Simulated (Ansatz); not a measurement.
# Equation of state of LaTe

```cif
data_structure
_symmetry_space_group_name_H-M 'P 1'
_symmetry_Int_Tables_number 1
_cell_length_a 4.5410
_cell_length_b 4.5410
_cell_length_c 4.5410
_cell_angle_alpha 60.000
_cell_angle_beta 60.000
_cell_angle_gamma 60.000
_cell_volume 66.21
loop_
_atom_site_label
_atom_site_type_symbol
_atom_site_fract_x
_atom_site_fract_y
_atom_site_fract_z
_atom_site_occupancy
La1 La 0.00000 0.00000 0.00000 1
Te1 Te 0.50000 0.50000 0.50000 1
```

The runs use the primitive cell with vectors (0.000, 3.211, 3.211), (3.211, 0.000, 3.211), (3.211, 3.211, 0.000) Å, to which the k mesh refers.

The cell is COD entry 1537884, as deposited and not checked against the literature; nothing was relaxed.

Spin–orbit coupling is left out, though it moves levels of the heavy atoms by tenths of an eV or more.

Levels of theory: DFT, LDA, all-electron LAPW, scalar-relativistic (Ansatz 0.2.0); DFT, LDA, PAW with Ansatz's default frozen-core files, scalar-relativistic (Ansatz 0.2.0).

For LAPW: a Γ-centred 10×10×10 k mesh, Fermi–Dirac smearing of 0.08 eV, basis error target 1 meV/atom, no spin polarisation. PAW takes a cutoff of 420 eV at this cell (files made with PBE, cores remade for this functional). The Ansatz runs share mesh, smearing and spin set-up. Plane-wave (PAW) pressures include the program's estimate of the Pulay term.

The cell above is scaled evenly, with fractional coordinates and shape held.

| V/V(cell) | V (Å³/atom) | P, LAPW (GPa) | P, PAW (GPa) | free energy over the lowest listed, PAW (meV/atom) |
| --- | --- | --- | --- | --- |
| 0.9400 | 31.121 | 1.84 | 1.80 | 4.3 |
| 0.9600 | 31.783 | 0.36 | 0.32 | 0.0 |
| 0.9800 | 32.445 | -0.96 | -1.00 | 1.4 |
| 0.9900 | 32.776 | ? | ? | ? |
| 1.0000 | 33.107 | -2.14 | -2.17 | 8.0 |
| 1.0100 | 33.438 | -2.68 | -2.71 | 13.1 |
| 1.0200 | 33.769 | -3.19 | -3.22 | 19.2 |
| 1.0400 | 34.431 | -4.12 | -4.15 | 34.5 |
| 1.0600 | 35.094 | -4.95 | -4.98 | 53.4 |

Question: Fill in the row V/V(cell) = 0.9900.

Answer: P, LAPW (GPa) = -1.57, P, PAW (GPa) = -1.60, free energy over the lowest listed, PAW (meV/atom) = 4.1.

Question: What do Birch–Murnaghan fits to the pressures give?

Answer: LAPW: V0 = 31.95 Å³/atom, B0 = 65 GPa, B0′ = 4.6; PAW: V0 = 31.94 Å³/atom, B0 = 65 GPa, B0′ = 4.6.

PAW's V0 lies -0.05 % from the all-electron value and its B0 0.0 %. Symmetry fixes shape and coordinates here, so this is the relaxed modulus.
